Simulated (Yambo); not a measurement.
SrAlSiH (space group P3m1, No. 156), G0W0@PBEsol in Yambo with this input:

```
rim_cut
gw0
dyson
el_el_corr
HF_and_locXC
ppa
em1d
RandQpts= 1000000
RandGvec= 1 Ry
EXXRLvcs= 72 Ry
VXCRLvcs= 288 Ry
Chimod= "HARTREE"
% BndsRnXp
 1 | 136 |
%
NGsBlkXp= 8 Ry
% LongDrXp
 1.0 | 1.0 | 1.0 |
%
PPAPntXp= 27.2114 eV
% GbndRnge
 1 | 136 |
%
GTermKind= "BG"
DysSolver= "n"
ExtendOut
```

On a 3×3×2 mesh, with wavefunctions cut at 72 Ry, the gap (A → (0, 0.333, 0)) is 1.360 eV and the valence edge shifts by -0.582 eV.

Task: What happens with this change: 3 Ry block?

Result: The gap falls by 0.131 eV, to 1.229 eV; the shift of the valence edge becomes -0.351 eV. Neither run is shown to be the converged limit. The mesh misses a band edge: along a dense path the PBEsol gap is 0.41 eV against 0.81 eV on the mesh.

Geometry relaxed with PBEsol; primitive cell a = b = 4.2069 Å, c = 4.7856 Å, α = β = 90.00°, γ = 120.00°.

The structure is a Materials Project entry; no match was found in the copy of COD used, and its stability was not checked.

A shift is the quasiparticle energy of the state minus its PBEsol energy.
